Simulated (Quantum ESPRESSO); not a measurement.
## One change at a time to CuIn3Mo2Sn2

Calculated results; nothing here was measured. They come from Quantum ESPRESSO 7.5, a public plane-wave density functional program. Each row is one single-point run on a made-up periodic cell of eight metal atoms, with elements, volume, strain and displacements drawn at random and not relaxed, so a cell may be unstable or far from any real phase. There is no spin polarisation or spin-orbit coupling.

Settings: PBE unless stated; PseudoDojo standard norm-conserving files; Fermi-Dirac width 0.25 eV, which means electrons at about 2900 K; cutoff 1252 eV; 8 x 5 x 3 k mesh shifted half a step off Gamma. E is the free energy of the whole cell (internal energy minus TS), so a -TS column is already part of it. Stress is positive in tension, and the pressure P is minus a third of its trace.

Checks: one run of this series was repeated at a higher cutoff and on a denser mesh, which moved values by no more than 0.012 eV, 0.30 GPa and 0.020 eV/Å, and a second program with other atomic files agreed on it to 2 % rms in force and 0.5 GPa in pressure. Known limits: the copper pseudopotential is less sure than most, with forces differing by about three percent and pressure by about two GPa from a second method on plain copper; the tin pseudopotential is less sure than most, with forces differing by about three percent from a second method on plain tin; a spin test at this wide smearing found no moment, but such smearing suppresses magnetism that the real alloy may have.

The lattice is hexagonal close-packed, and the cell vectors in Å are (-2.949, -0.009, 0.011); (0.018, -0.054, -5.027); (-0.030, -10.471, -0.114), a volume of 155.18 Å³ in run 1. The elements on sites 1 to 8 are Sn Sn Mo Mo Cu In In In. Each later run makes one change to run 1 and keeps the rest. E is counted from run 1, and is n/a where other atomic files have another zero of energy.

| run | change | V (Å³) | P (GPa) | -TS (eV) | rms force (eV/Å) | largest change of a force component (eV/Å) | E (eV) |
|---|---|---|---|---|---|---|---|
| 1 | none | 155.18 | 5.45 | -1.005 | 0.677 | 0.000 | 0.000 |
| 2 | sites 2 and 7 exchanged | 155.18 | 5.39 | -1.043 | 0.626 | 0.561 | 0.074 |
| 3 | all lengths scaled by -0.90 % | 151.04 | 8.90 | -0.964 | 0.732 | 0.124 | ? |
| 4 | PBEsol in place of PBE | 155.18 | 0.53 | -1.008 | 0.652 | 0.082 | n/a |
| 5 | Pd on site 4 | 155.18 | 6.70 | -0.907 | 0.590 | 0.696 | n/a |
| 6 | site 7 moved by -0.20 Å along z | 155.18 | 5.57 | -1.002 | 0.692 | 1.247 | 0.019 |

## Worked estimate

Along a uniform scaling dE = -P dV. The mean of the two pressures is 7.175 GPa and the volume changes by -4.14 Å³, with 160.2 GPa to one eV/Å³. The same two rows give -V dP/dV = 128 GPa for this cell with clamped atoms, which is not the bulk modulus of a real alloy.

## Withheld value

Question: what E should run 3 give?

The estimate is 0.185 eV. The calculation gave 0.185 eV.
